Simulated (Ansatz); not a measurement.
Consider the following.

Hf₂C:
```cif
data_C2Hf4
_chemical_formula_sum 'Hf4 C2'
_space_group_name_H-M_alt 'P4/nmm :1'
_space_group_IT_number 129
_space_group_name_Hall 'P 4ab 2ab -1ab'
_cell_length_a 3.58416
_cell_length_b 3.58416
_cell_length_c 6.79472
_cell_angle_alpha 90.000
_cell_angle_beta 90.000
_cell_angle_gamma 90.000
loop_
_space_group_symop_operation_xyz
  'x, y, z'
  '-y+1/2, x+1/2, z'
  '-x, -y, z'
  'y+1/2, -x+1/2, z'
  'x+1/2, -y+1/2, -z'
  '-y, -x, -z'
  '-x+1/2, y+1/2, -z'
  'y, x, -z'
  '-x+1/2, -y+1/2, -z'
  'y, -x, -z'
  'x+1/2, y+1/2, -z'
  '-y, x, -z'
  '-x, y, z'
  'y+1/2, x+1/2, z'
  'x, -y, z'
  '-y+1/2, -x+1/2, z'
loop_
_atom_site_label
_atom_site_type_symbol
_atom_site_symmetry_multiplicity
_atom_site_Wyckoff_symbol
_atom_site_fract_x
_atom_site_fract_y
_atom_site_fract_z
_atom_site_occupancy
Hf1 Hf 2 a 0.00000 0.00000 0.00000 1
Hf2 Hf 2 c 0.50000 0.00000 0.36920 1
C1 C 2 c 0.00000 0.50000 0.27082 1
```

This is the PBEsol-relaxed structure.

**Question.** All from PBEsol (plane waves, PAW; program Ansatz), unless another level is named. Predict the electronic character.

**Answer.** metallic (no gap).

**Question.** And the formation energy from the elements (no fitted shifts)?

**Answer.** 0.099 eV/atom.

**Question.** Give the density of states at the Fermi level.

**Answer.** 0.39 states/eV per atom (mean over ±0.08 eV).

A made-up cell: these elements were put on the sites of a structure type; neither database checked (COD, Materials Project) lists it. Whether it is the stable phase at ambient conditions was not checked. The cell was relaxed with PBEsol under the symmetry of its start; whether a distortion lowers the energy is not shown. The run is not spin-polarised. The references are the lowest solids computed at this level, not always the standard phases. Scalar-relativistic: spin–orbit coupling is off unless named, which matters more the heavier the elements.

Potentials: the earlier of the program's two PAW sets. The files were generated under PBE; for other functionals the program regenerates the frozen cores, and for LDA and PBEsol the local potential too.
